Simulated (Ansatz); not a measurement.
Sn4Ir:
```cif
data_Ir4Sn16
_chemical_formula_sum 'Sn16 Ir4'
_space_group_name_H-M_alt 'Ccce :1'
_space_group_IT_number 68
_space_group_name_Hall 'C 2 2 -1ac'
_cell_length_a 6.32048
_cell_length_b 11.42958
_cell_length_c 6.30078
_cell_angle_alpha 90.000
_cell_angle_beta 90.000
_cell_angle_gamma 90.000
loop_
_space_group_symop_operation_xyz
  'x, y, z'
  '-x, -y, z'
  'x, -y, -z'
  '-x, y, -z'
  '-x+1/2, -y, -z+1/2'
  'x+1/2, y, -z+1/2'
  '-x+1/2, y, z+1/2'
  'x+1/2, -y, z+1/2'
  'x+1/2, y+1/2, z'
  '-x+1/2, -y+1/2, z'
  'x+1/2, -y+1/2, -z'
  '-x+1/2, y+1/2, -z'
  '-x, -y+1/2, -z+1/2'
  'x, y+1/2, -z+1/2'
  '-x, y+1/2, z+1/2'
  'x, -y+1/2, z+1/2'
loop_
_atom_site_label
_atom_site_type_symbol
_atom_site_symmetry_multiplicity
_atom_site_Wyckoff_symbol
_atom_site_fract_x
_atom_site_fract_y
_atom_site_fract_z
_atom_site_occupancy
Sn1 Sn 16 i 0.32707 0.12680 0.17326 1
Ir1 Ir 4 a 0.00000 0.00000 0.00000 1
```
(The calculation used a cell of 10 atoms; values per cell refer to that cell.)

Relaxed with PBEsol.

Which orbitals make up the states near the Fermi level in the program Ansatz at the PBEsol level (PAW)?

Within 0.5 eV of the Fermi level: Sn 5p 69 %, Ir 5d 13 %, Sn 5s 12 %. Projections are on Löwdin-orthogonalised atomic valence shells; empty p or d shells of many metals are not among them.

Tabulate the density of states.

States/eV per cell of 10 atoms, in 0.25 eV bins, energy from the Fermi level.

| E (eV) | total | Sn 5p | Ir 5d | Sn 5s |
|---|---|---|---|---|
| -7.85 | 3.91 | 1.12 | 0.23 | 2.42 |
| -7.60 | 4.27 | 1.14 | 0.34 | 2.66 |
| -7.35 | 4.40 | 1.05 | 0.42 | 2.80 |
| -7.10 | 3.59 | 0.84 | 0.42 | 2.24 |
| -6.85 | 2.82 | 0.62 | 0.38 | 1.75 |
| -6.60 | 2.20 | 0.45 | 0.33 | 1.36 |
| -6.35 | 4.69 | 1.16 | 0.66 | 2.78 |
| -6.10 | 3.95 | 0.94 | 0.64 | 2.28 |
| -5.85 | 3.66 | 0.73 | 0.73 | 2.12 |
| -5.60 | 2.90 | 0.43 | 0.71 | 1.70 |
| -5.35 | 1.26 | 0.42 | 0.26 | 0.49 |
| -5.10 | 1.12 | 0.73 | 0.16 | 0.10 |
| -4.85 | 2.27 | 1.42 | 0.43 | 0.22 |
| -4.60 | 3.06 | 1.84 | 0.73 | 0.29 |
| -4.35 | 4.05 | 2.33 | 1.15 | 0.36 |
| -4.10 | 5.46 | 3.02 | 1.73 | 0.45 |
| -3.85 | 6.18 | 3.01 | 2.48 | 0.45 |
| -3.60 | 10.63 | 4.42 | 5.32 | 0.60 |
| -3.35 | 11.55 | 3.91 | 6.92 | 0.43 |
| -3.10 | 6.67 | 2.45 | 3.41 | 0.44 |
| -2.85 | 7.69 | 2.69 | 4.01 | 0.55 |
| -2.60 | 9.37 | 2.94 | 5.38 | 0.69 |
| -2.35 | 8.45 | 2.09 | 5.60 | 0.54 |
| -2.10 | 7.63 | 2.21 | 4.66 | 0.55 |
| -1.85 | 7.03 | 2.70 | 3.58 | 0.53 |
| -1.60 | 8.01 | 3.26 | 3.91 | 0.59 |
| -1.35 | 8.52 | 3.87 | 3.74 | 0.63 |
| -1.10 | 8.47 | 4.47 | 3.03 | 0.70 |
| -0.85 | 6.08 | 3.60 | 1.60 | 0.65 |
| -0.60 | 5.16 | 3.46 | 0.92 | 0.55 |
| -0.35 | 4.62 | 3.23 | 0.68 | 0.49 |
| -0.10 | 4.03 | 2.83 | 0.50 | 0.52 |
| 0.15 | 3.10 | 2.16 | 0.38 | 0.42 |
| 0.40 | 3.14 | 2.09 | 0.43 | 0.46 |
| 0.65 | 2.28 | 1.34 | 0.45 | 0.38 |
| 0.90 | 3.94 | 1.96 | 0.87 | 0.93 |
| 1.15 | 4.22 | 2.18 | 0.78 | 1.02 |
| 1.40 | 4.16 | 2.23 | 0.71 | 0.96 |
| 1.65 | 4.60 | 2.63 | 0.69 | 0.94 |
| 1.90 | 4.20 | 2.51 | 0.58 | 0.76 |
| 2.15 | 4.96 | 3.03 | 0.63 | 0.84 |
| 2.40 | 5.67 | 3.42 | 0.72 | 0.92 |
| 2.65 | 6.19 | 3.84 | 0.71 | 0.87 |
| 2.90 | 5.17 | 3.32 | 0.51 | 0.64 |
| 3.15 | 5.33 | 3.49 | 0.51 | 0.61 |
| 3.40 | 5.44 | 3.65 | 0.46 | 0.58 |
| 3.65 | 5.42 | 3.65 | 0.43 | 0.53 |
| 3.90 | 5.40 | 3.60 | 0.39 | 0.48 |
| 4.15 | 5.74 | 3.90 | 0.41 | 0.44 |
| 4.40 | 5.49 | 3.81 | 0.39 | 0.35 |
| 4.65 | 6.53 | 4.52 | 0.42 | 0.34 |

The first step of the workflow began from a Materials Project structure, measured or hypothetical; the Crystallography Open Database copy checked does not list it. COD files the formula under space group No. 142. Its standing as an ambient phase is unchecked. Symmetry was held in the PBEsol relaxation; whether a distortion lowers the energy is not shown. The run is not spin-polarised. Scalar-relativistic: spin–orbit coupling is off unless named, which matters more the heavier the elements.

Potentials: the later of the program's two PAW sets.
